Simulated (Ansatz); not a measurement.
Values for one crystal, relaxed and computed with DFT-r²SCAN in the program Ansatz with PAW potentials; other levels are named.

| Quantity | Result |
|---|---|
| Volume per atom | 36.48 Å³ |
| Band gap | 2.45 eV (direct) |
| Poisson's ratio | 0.31 |
| Pressure derivative B′ | 4.7 |
| Conduction-band minimum | at T |
| Hole effective mass with spin–orbit coupling | 0.18 mₑ (isotropic) |
| Mechanical stability | stable (all eigenvalues of C positive) |

Task: Which compound is it?
(A) K2PdC2, P-3m1 (K on 2d, Pd on 1a, C on 2c)
(B) BaHfO3, cubic perovskite
(C) TePb2S, R-3m (Te on 3b, Pb on 6c, S on 3a)
(D) CsPbCl3, cubic perovskite

Result: D, CsPbCl3, cubic perovskite

Space group Pm-3m (cubic perovskite). This is a known high-temperature phase of the composition, computed here at zero pressure and temperature. Symmetry was held in the r²SCAN relaxation; whether a distortion lowers the energy is not shown. Scalar-relativistic: spin–orbit coupling is off unless named, which matters more the heavier the elements.

Potentials: the later of the program's two PAW sets.
